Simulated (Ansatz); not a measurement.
# SnO2: Field gradients at the nuclei

The cell is a computed structure from the Materials Project (it need not be an observed phase), whose atoms a relaxation with r2SCAN at fixed cell left in place.

Space group P4_2/mnm (No. 136); a = 4.7648, c = 3.2075 Å.

```
site  Wyckoff  site symmetry       x       y       z
  Sn       2a           m.mm  0.5000  0.5000  0.5000
   O       4f           m.2m  0.1940  0.8060  0.5000
```

One atom of each set is listed.

The numbers come from a DFT calculation in Ansatz (r2SCAN, plane waves and PAW, scalar-relativistic, 500 eV cutoff, Γ-centred 7×7×10 k-points, Fermi–Dirac smearing 0.01 eV).

C_Q = eQV_zz/h, which is 24.18 MHz for Q = 1 b and V_zz = 10²¹ V/m²; η = (V_xx − V_yy)/V_zz.

17O: I = 5/2, Q = -25.58 mb. Quadrupole moments are those of Pyykkö's year-2017 table.

```
site  atoms          first shell  V_zz (10²¹ V/m²)     η  C_Q (MHz)
  Sn      2   6 O at 2.06–2.07 Å              5.45  0.69          –
   O      4  3 Sn at 2.06–2.07 Å            -10.53  0.11       6.51
```

At O V_zz stands upright on the plane through its three neighbours (within 1°).

Sn has no stable isotope with a ground-state quadrupole moment in the table, so no C_Q is given.

Without spin–orbit coupling (the program notes it for Sn) the gradients are little affected as a rule: paired runs on crystals with a gap mostly move them by under 2 % at such atoms. With these PAW files V_zz is typically within 2 to 3 % of all-electron values, but misses above 10 % occur on Sn.

The relaxation (2 steps) took 82 s of wall time (82 s of CPU time) and 0.64 GiB at its peak, on 1 thread of Arm Neoverse N1 (aarch64; 36 cores open to the job, memory cap 3.0 GiB, no GPU), a shared host with a load of 0.8 a core.
